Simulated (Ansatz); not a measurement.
Starting cell, KCl (rock salt):

```
CELL_PARAMETERS angstrom
      0.00000     3.14616     3.14616
      3.14616     0.00000     3.14616
      3.14616     3.14616     0.00000
ATOMIC_POSITIONS crystal
  Cl 0.00000 0.00000 0.00000
  K  0.50000 0.50000 0.50000
```

Scan: atom 1 (Cl, nearest neighbour K at 3.146 Å; its periodic images, 4.4 Å or more away, move with it) is displaced along Cartesian x, direction (1.000, 0.000, 0.000) in Cartesian axes, by s. The other atoms stay.

These are r2SCAN (plane waves to 500 eV, PAW, scalar-relativistic; Ansatz, a first-principles code) values and carry that method's errors. k mesh 7×7×7 (Γ-centred), Fermi-Dirac smearing 0.05 eV. F∥ is the force on the atom along that direction. KCl was relaxed with its symmetry unable to fall. 

```csv
s (Å),F∥ (eV/Å)
-0.310,0.591
-0.248,0.430
-0.186,0.298
-0.124,0.187
-0.062,0.090
0.000,0.000
0.062,-0.090
0.124,-0.187
0.186,-0.298
0.248,-0.430
0.310,-0.591
```

**Question.** What is the force constant k = d²E/ds² of this move at s = 0?

**Answer.** 1.44 eV/Å². The forces along the line at the two nearest points give (0.090 − (-0.090)) / (2·0.062) = 1.45 eV/Å²; the next pair corrects for the finite step.

**Question.** With two atoms in the cell this is the zone-centre optical mode. What wavenumber follows (transverse: no LO-TO term)?

**Answer.** 145 cm⁻¹. Reduced mass μ = 18.59 u; ν̃ = 521.5·√(k/μ) with k = 1.44 eV/Å².

(For displaced atoms, the force is minus the slope of the energy, and its curvature is a force constant, which sets phonon frequencies.)
